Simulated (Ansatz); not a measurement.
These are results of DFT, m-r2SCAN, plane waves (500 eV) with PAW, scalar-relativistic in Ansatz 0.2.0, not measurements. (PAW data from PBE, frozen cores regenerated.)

An element in the diamond structure gives this curve. The cell is scaled uniformly from the relaxed one, with fractional coordinates and shape fixed. Energies are extrapolated to zero smearing, pressures are those at the given smearing. Magnetic state: non-magnetic.

| V (Å³/atom) | E − E₀ (meV/atom) | P (GPa) |
| --- | --- | --- |
| 12.242 | 135.0 | 29.30 |
| 12.798 | 55.1 | 17.32 |
| 13.354 | 12.5 | 7.70 |
| 13.911 | 0.0 | -0.03 |
| 14.467 | 11.6 | -6.26 |
| 15.024 | 42.6 | -11.26 |
| 15.580 | 89.3 | -15.28 |

Which element is it?
A. iron
B. ruthenium
C. rhodium
D. nickel

A. Its fit is V₀ = 13.90 Å³/atom, B₀ = 173 GPa, B₀′ = 4.4.

m-r²SCAN is r²SCAN on the gauge-invariant kinetic-energy density; without spin polarisation the two are equal.
